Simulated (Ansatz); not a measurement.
# Guessed and relaxed cells of Si2B

The guess for Si2B was made by a generator: close-packed layers stacked ABC (P-3m1, No. 164) (elements of the layers in order: B Si Si). Its size is a rough estimate.

start.cif

```cif
data_structure
_symmetry_space_group_name_H-M 'P-3m1'
_symmetry_Int_Tables_number 164
_cell_length_a 2.7670
_cell_length_b 2.7670
_cell_length_c 4.5722
_cell_angle_alpha 90.000
_cell_angle_beta 90.000
_cell_angle_gamma 120.000
_cell_volume 30.31
loop_
_atom_site_label
_atom_site_type_symbol
_atom_site_symmetry_multiplicity
_atom_site_Wyckoff_symbol
_atom_site_fract_x
_atom_site_fract_y
_atom_site_fract_z
_atom_site_occupancy
Si1 Si 2 d 0.33333 0.66667 0.33285 1
B1 B 1 a 0.00000 0.00000 0.00000 1
```

Method: DFT PBE, scalar-relativistic, plane waves, PAW (Ansatz 0.2.0). Cutoff 420 eV, Gaussian smearing, Γ-centred meshes. Cell and atoms relax first on a coarse mesh and then on a finer one. In between, the cell is made exact in the group found at 0.06 Å. In metals the finer mesh still leaves noise of several meV/atom or more. The steps can't lower the symmetry of their start. No spin polarisation.

end.cif

```cif
data_structure
_symmetry_space_group_name_H-M 'P-3m1'
_symmetry_Int_Tables_number 164
_cell_length_a 3.1798
_cell_length_b 3.1798
_cell_length_c 4.0871
_cell_angle_alpha 90.000
_cell_angle_beta 90.000
_cell_angle_gamma 120.000
_cell_volume 35.79
loop_
_atom_site_label
_atom_site_type_symbol
_atom_site_symmetry_multiplicity
_atom_site_Wyckoff_symbol
_atom_site_fract_x
_atom_site_fract_y
_atom_site_fract_z
_atom_site_occupancy
Si1 Si 2 d 0.33333 0.66667 0.25938 1
B1 B 1 a 0.00000 0.00000 0.00000 1
```

The symmetry stays P-3m1 (No. 164). The end has the anti-cadmium iodide type. The volume per atom grows by 18.1 %, from 10.1 to 11.9 Å³. The shortest distance goes from 2.21 Å (Si–B) to 2.12 Å (Si–B). The ratio c/a of the conventional cell changes by a factor of 0.78. The energy falls by about 0.75 eV/atom (the start's value is from the coarse mesh).

| Quantity | Value |
| --- | --- |
| Volume per atom | 11.93 Å³ |
| Density | 3.11 g/cm³ |
| Formation energy | +0.35 eV/atom |
| Gap on the 18×18×12 mesh of the 3-atom cell | 0 eV (a metal) |

The zero of energy is the elements' standard structures at the same level; no fitted shifts are applied. The separate elements lie lower, so it is unstable against them.

The last run used Gaussian smearing of 0.10 eV. The cell is a metal run without spin; a magnetic state may lie lower. A structure relaxed within its symmetry needn't be a true minimum. In all, the 3 runs took 44 s on 1 thread of Arm Neoverse V2 (shared host).
